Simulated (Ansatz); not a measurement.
Molecular dynamics on a 2×2×1 supercell (16 atoms) of AgLaS2 (ordering on rocksalt), relaxed with r2SCAN. Forces come from PBEsol in the PAW code Ansatz: a Nosé-Hoover thermostat at fixed volume, 1000 K, steps of 1.5 fs. Spin polarisation is off, nuclei are classical, and the run is far too short for thermal averages. The structure comes from a prototype and may be hypothetical.

```yaml
crystal:
  lattice:
    - [8.2600434278, 0.0, 0.0]
    - [0.0, 8.2600434278, 0.0]
    - [0.0, 0.0, 5.6048983143]
  atoms:
    - { symbol: Ag, position: [0.0, 0.0, 0.0] }
    - { symbol: S, position: [0.0, 0.0, 0.5] }
    - { symbol: La, position: [0.25, 0.25, 0.5] }
    - { symbol: S, position: [0.25, 0.25, 0.0] }
    - { symbol: Ag, position: [0.0, 0.5, 0.0] }
    - { symbol: S, position: [0.0, 0.5, 0.5] }
    - { symbol: La, position: [0.25, 0.75, 0.5] }
    - { symbol: S, position: [0.25, 0.75, 0.0] }
    - { symbol: Ag, position: [0.5, 0.0, 0.0] }
    - { symbol: S, position: [0.5, 0.0, 0.5] }
    - { symbol: La, position: [0.75, 0.25, 0.5] }
    - { symbol: S, position: [0.75, 0.25, 0.0] }
    - { symbol: Ag, position: [0.5, 0.5, 0.0] }
    - { symbol: S, position: [0.5, 0.5, 0.5] }
    - { symbol: La, position: [0.75, 0.75, 0.5] }
    - { symbol: S, position: [0.75, 0.75, 0.0] }
kpoints:
  mp_grid: { grid: [2, 2, 2] }
hamiltonian:
  xc: pbesol
scf:
  occupations: { method: fermi_dirac, width: 0.086 }
md:
  ensemble: nvt_nose_hoover
  temperature: 1000
  timestep: 1.5
  n_steps: 20
  initial_velocities: maxwell_boltzmann
  seed: 5343
```

Command: `ansatz run input.yaml --threads 4 --pin off --max-ram 3686MiB --backend cpu --events-out ev --progress --plain --runs-dir out`.

Q: It ran on 4 threads of Arm Neoverse V2, with other jobs on the host, load about 0.5 per core. About how long did it take, and what peak of host memory did it reach?

A: About 64 s, with a peak of 1.4 GiB.

```
step  t (fs)  T (K)  free energy F from step 0 (meV/atom)  kinetic energy (meV/atom)  largest force (eV/Å)
   0       0   1000                                   0.0                      121.2                  0.00
   1     1.5    998                                   0.2                      121.0                  0.13
   2       3    993                                   0.9                      120.3                  0.27
   3     4.5    984                                   1.9                      119.3                  0.40
   4       6    972                                   3.4                      117.8                  0.53
   5     7.5    957                                   5.2                      116.0                  0.66
   6       9    940                                   7.3                      113.9                  0.78
   7    10.5    919                                   9.8                      111.4                  0.90
   8      12    897                                  12.5                      108.7                  1.01
   9    13.5    873                                  15.5                      105.8                  1.12
  10      15    848                                  18.5                      102.7                  1.22
  11    16.5    822                                  21.7                       99.6                  1.32
  12      18    796                                  24.9                       96.4                  1.41
  13    19.5    770                                  28.1                       93.3                  1.49
  14      21    745                                  31.2                       90.2                  1.56
  15    22.5    721                                  34.2                       87.3                  1.63
  16      24    698                                  37.0                       84.6                  1.69
  17    25.5    678                                  39.5                       82.2                  1.73
  18      27    660                                  41.8                       80.0                  1.77
  19    28.5    645                                  43.7                       78.1                  1.81
  20      30    632                                  45.3                       76.6                  1.83
```

The temperature goes from 1000 K to 632 K in 30 fs. The thermostat hasn't had time to restore it. The atoms start on their lattice sites with kinetic energy alone, so much of it first passes into potential energy. By the last step the atoms have moved 0.18 Å in the root mean square, the drift of the whole cell taken out, 0.31 Å at most.

Positions (Å) and forces (eV/Å) at step 20:
```
Ag  -0.064  -0.080  -0.086    -0.054  -0.034   0.053
S   -0.139  -0.159   2.844     1.115   1.199  -0.167
La   1.987   2.125   2.796     0.422  -0.449   0.705
S    2.178   1.781   0.154    -0.008  -0.058  -0.773
Ag   0.150   4.038   0.101     0.022   0.036  -0.051
S    0.149   4.224   2.726    -1.151  -0.631   0.133
La   2.081   6.195   2.849    -0.294  -0.038  -0.433
S    2.157   6.140  -0.039    -0.199  -0.408   0.539
Ag   4.111   0.080  -0.049     0.192  -0.209   0.204
S    4.065  -0.194   3.020     0.238   1.732  -0.535
La   6.260   2.056   2.725    -0.593   0.207  -0.158
S    6.384   1.973  -0.109     0.221   0.293   0.345
Ag   4.071   4.177  -0.082    -0.056   0.197   0.024
S    4.107   4.108   2.822     0.222  -0.262  -0.064
La   6.130   6.310   2.878    -0.009  -1.445  -0.264
S    6.123   6.336   0.013    -0.069  -0.132   0.443
```
